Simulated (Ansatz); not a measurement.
BPt:
Space group P6₃/mmc (No. 194); a = b = 3.748 Å, c = 3.667 Å, α = β = 90.00°, γ = 120.00°

```json
[
 {"atom": "Pt", "site": "2c", "symmetry": "-6m2", "x": "0.3333", "y": "0.6667", "z": "0.2500"},
 {"atom": "B", "site": "2a", "symmetry": "-3m.", "x": "0.0000", "y": "0.0000", "z": "0.0000"}
]
```

Relaxed with PBE.

### Question
Which orbitals make up the states near the Fermi level in DFT-PBE in the program Ansatz with PAW potentials?

### Answer
Within 0.5 eV of the Fermi level: Pt 5d 59 %, B 2p 28 %, Pt 6s 5 %, B 2s 5 %. Projections are on Löwdin-orthogonalised atomic valence shells; empty p or d shells of many metals are not among them.

### Question
Tabulate the density of states.

### Answer
States/eV per cell of 4 atoms, in 0.25 eV bins, energy from the Fermi level.

```tsv
E (eV)	total	Pt 5d	B 2p	Pt 6s
-7.85	0.55	0.23	0.24	0.05
-7.60	1.35	0.56	0.58	0.12
-7.35	2.10	0.88	0.89	0.19
-7.10	2.33	1.12	0.91	0.17
-6.85	2.45	1.37	0.83	0.15
-6.60	2.63	1.59	0.82	0.14
-6.35	2.84	1.84	0.81	0.13
-6.10	2.76	1.95	0.64	0.11
-5.85	4.29	3.17	0.89	0.12
-5.60	3.10	2.34	0.62	0.05
-5.35	5.65	4.09	1.36	0.07
-5.10	3.24	2.45	0.68	0.04
-4.85	2.04	1.59	0.37	0.02
-4.60	2.00	1.66	0.28	0.03
-4.35	3.33	2.99	0.22	0.06
-4.10	4.48	4.02	0.34	0.06
-3.85	4.41	3.75	0.51	0.06
-3.60	3.60	2.97	0.48	0.05
-3.35	3.27	2.64	0.47	0.04
-3.10	3.78	3.21	0.28	0.11
-2.85	5.49	4.80	0.32	0.16
-2.60	4.51	3.91	0.34	0.12
-2.35	3.44	2.88	0.32	0.07
-2.10	2.46	2.00	0.31	0.03
-1.85	2.19	1.83	0.25	0.03
-1.60	1.65	1.45	0.15	0.01
-1.35	0.40	0.26	0.11	0.01
-1.10	0.62	0.49	0.10	0.00
-0.85	0.55	0.44	0.06	0.00
-0.60	0.77	0.53	0.15	0.01
-0.35	3.74	2.40	0.99	0.18
-0.10	2.54	1.55	0.69	0.12
0.15	1.45	0.76	0.44	0.09
0.40	1.24	0.58	0.42	0.08
0.65	1.13	0.50	0.42	0.07
0.90	1.03	0.42	0.40	0.08
1.15	1.31	0.52	0.48	0.16
1.40	1.66	0.62	0.66	0.20
1.65	1.81	0.60	0.79	0.21
1.90	1.85	0.55	0.84	0.22
2.15	1.41	0.38	0.61	0.21
2.40	0.98	0.28	0.46	0.09
2.65	0.82	0.23	0.44	0.05
2.90	0.83	0.22	0.46	0.04
3.15	0.95	0.21	0.51	0.09
3.40	1.33	0.27	0.62	0.20
3.65	1.12	0.21	0.50	0.19
3.90	1.03	0.18	0.44	0.20
4.15	1.07	0.17	0.41	0.23
4.40	1.19	0.18	0.40	0.26
4.65	1.57	0.22	0.48	0.25
```

Space group P6_3/mmc (NiAs type). The workflow started from an entry of the Crystallography Open Database (COD). Its standing as an ambient phase is unchecked. The cell was relaxed with PBE under the symmetry of its start; whether a distortion lowers the energy is not shown. No spin polarisation was allowed. Scalar-relativistic: spin–orbit coupling is off unless named, which matters more the heavier the elements.

Potentials: the later of the program's two PAW sets.
